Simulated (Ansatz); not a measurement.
Values for one crystal, relaxed and computed with DFT-PBEsol in the program Ansatz with PAW potentials; other levels are named.

Volume per atom: 17.67 Å³
Electronic character: metallic (no gap)
Hill bulk and shear moduli: 207 and 67.9 GPa
Poisson's ratio: 0.35
Pressure derivative B′: 3.9
Young's modulus: 184 GPa
Density of states at the Fermi level: 1.3 states/eV per atom (mean over ±0.08 eV)

**Question.** Which compound is it?
A) V, bcc (W type)
B) Cr, bcc (W type)
C) W, bcc (W type)
D) Ta, bcc (W type)

**Answer.** D, Ta, bcc (W type)

Space group Im-3m (bcc (W type)). Symmetry was held in the PBEsol relaxation. The run is not spin-polarised. As this level gives no gap, shear constants depend on the k-mesh and smearing (Fermi–Dirac, 0.1 eV here). Spin–orbit coupling is left out wherever it is not named.

Potentials: the earlier of the program's two PAW sets.
